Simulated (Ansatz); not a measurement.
SiGe:
```xyz
4
Lattice="1.9813 1.1439 6.4613 -1.9813 1.1439 6.4613 0.0000 -2.2878 6.4613" Properties=species:S:1:pos:R:3 pbc="T T T"
Si     0.0000     0.0000    18.2030
Si     0.0000     0.0000     1.1807
Ge     0.0000     0.0000     8.4462
Ge     0.0000     0.0000    10.9375
```

PBE (plane waves, PAW; program Ansatz) gives a gap of 0.38 eV without spin–orbit coupling, maximum at Γ, minimum at F.

Problem. What happens when spin–orbit coupling is switched on?

Solution. The gap falls by 0.06 eV, to 0.32 eV; maximum at Γ, minimum at F.

Problem. Give the electron effective mass with spin–orbit coupling.

Solution. 0.11, 0.16, 0.59 mₑ (principal values).

Problem. Give the hole effective mass with spin–orbit coupling.

Solution. 0.097, 0.097, 0.60 mₑ (principal values).

Space group R-3m. The start of the workflow was typed in or built on a structure type; neither database checked (COD, Materials Project) lists it. Its standing as an ambient phase is unchecked. Symmetry was held in the PBE relaxation; its stability against distortions is not shown here.

Potentials: the later of the program's two PAW sets.
